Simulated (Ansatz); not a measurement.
A relaxed cell of Ni (Fm-3m (No. 225)), relaxed on a k-mesh at least as fine as the one used below. Method: r2SCAN (plane waves to 500 eV, PAW, scalar-relativistic; Ansatz, an electronic-structure program). Γ-centred k-mesh 16×16×8 on the run's cell (coarser than for final values), Fermi–Dirac smearing 0.05 eV.

```
CELL_PARAMETERS angstrom
      0.00000     1.73990     1.73990
      1.73990     0.00000     1.73990
      3.47979     3.47979     0.00000
ATOMIC_POSITIONS crystal
  Ni 0.50000 0.50000 0.25000
  Ni 0.50000 0.50000 0.75000
```
Spin-polarised start, with parallel moments on Ni.

The atoms are displaced by (Å):

```json
[
 {"atom": "Ni1", "ux": "0.007", "uy": "-0.234", "uz": "-0.014"},
 {"atom": "Ni2", "ux": "-0.060", "uy": "-0.123", "uz": "0.165"}
]
```

Problem. What forces (eV/Å) and pressure result?

Solution. 
```json
[
 {"atom": "Ni1", "Fx": "-0.57", "Fy": "-0.05", "Fz": "0.84"},
 {"atom": "Ni2", "Fx": "0.57", "Fy": "0.05", "Fz": "-0.84"}
]
```

Pressure +2.2 GPa.

Problem. Estimate the energy cost of the displacement in the harmonic approximation and compare with the calculation.

Solution. For a harmonic well ΔE = −½ Σ F·u = 0.091 eV a cell, or 46 meV/atom. The calculated energy relative to the undisplaced cell is +0.04 eV/atom, so the harmonic estimate holds well.

Spin state reached: ferromagnetic (net 0.74 μB/atom), from parallel starting moments; other spin orders were not run from this start. r2SCAN tends to overstate moments in metals.

The run that gave the undisplaced cell could not lose the symmetry of its start; a randomly shaken copy of 2 atoms returns to this structure.
